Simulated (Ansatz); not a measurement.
Cu Kα1 powder pattern (kinematic, no thermal factors).
2θ (°) (relative intensity): 14.27 (6), 21.45 (2), 24.84 (37), 25.86 (10), 28.76 (5), 33.05 (100), 38.36 (4), 43.70 (10), 43.74 (29), 44.37 (3), 50.92 (10), 50.96 (5), 53.16 (2), 55.90 (21), 58.01 (4), 59.53 (2), 63.55 (19), 64.07 (2), 65.54 (2), 69.34 (4), 69.37 (4), 73.49 (10), 73.56 (17), 80.37 (4), 82.13 (2), 85.68 (4), 86.15 (1), 87.48 (1), 89.62 (6)

The pattern is computed from a structure relaxed with DFT PBE, scalar-relativistic, plane waves, PAW (Ansatz 0.2.0). No spin polarisation. Its elements are Mg, Te.

Q: Give the structure.

A: MgTe$_{5}$.
Space group P-62m (No. 189). a = 7.163 Å, b = 7.163 Å, c = 4.139 Å, α = 90.00°, β = 90.00°, γ = 120.00°
```csv
atom,site,symmetry,x,y,z
Mg,1a,-62m,0.0000,0.0000,0.0000
Te,3g,m2m,0.3138,0.0000,0.5000
Te,2c,-6..,0.3333,0.6667,0.0000
```

A pattern alone doesn't exclude other cells with like lines; this is the one computed.

Another cell of MgTe5 relaxed alike, in P4/mmm, lies 170 meV/atom lower, so this cell isn't the stable form at this level.

The cell was found from a structure generator's guess, not taken from experiment.
